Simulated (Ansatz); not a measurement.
A relaxed cell of WC (Fm-3m (No. 225)), relaxed on a k-mesh at least as fine as the one used below. Level of theory: PBEsol (plane waves to 420 eV, PAW, scalar-relativistic; Ansatz, a quantum-chemistry and plane-wave program). Γ-centred k-mesh 13×13×13 on the run's cell (coarser than for final values), Fermi–Dirac smearing 0.05 eV.

```yaml
crystal:
  lattice:
    - [0.00000, 4.34556, 4.34556]
    - [2.17278, 2.17278, 4.34556]
    - [2.17278, 2.17278, 0.00000]
  atoms:
    - { symbol: C, position: [0.00000, 0.00000, 0.00000] }
    - { symbol: C, position: [0.50000, 0.00000, 0.00000] }
    - { symbol: W, position: [0.00000, 0.50000, 0.50000] }
    - { symbol: W, position: [0.50000, 0.50000, 0.50000] }
```

The atoms are displaced along an unstable phonon of this cell by (Å):

```csv
atom,ux,uy,uz
C1,0.000,0.000,0.150
C2,0.000,0.000,-0.150
W3,0.000,0.000,0.137
W4,0.000,0.000,-0.137
```

### Question
What forces (eV/Å) and pressure result?

### Answer
```
atom    Fx    Fy     Fz
----  ----  ----  -----
C1    0.00  0.00  -0.59
C2    0.00  0.00   0.59
W3    0.00  0.00  -0.44
W4    0.00  0.00   0.44
```

Pressure 0.0 GPa.

The undisplaced cell is probably no minimum: from this displacement the run went on to P4/nmm (No. 129), 0.02 eV/atom below it.

No spin polarisation in the result.

The first start was generated by placing the elements on the sites of a structure type. Materials Project lists a structure of WC in the same space group, Fm-3m (No. 225); the sites were not compared with it, nor with measured phases. Known forms of WC include space group No. 187.
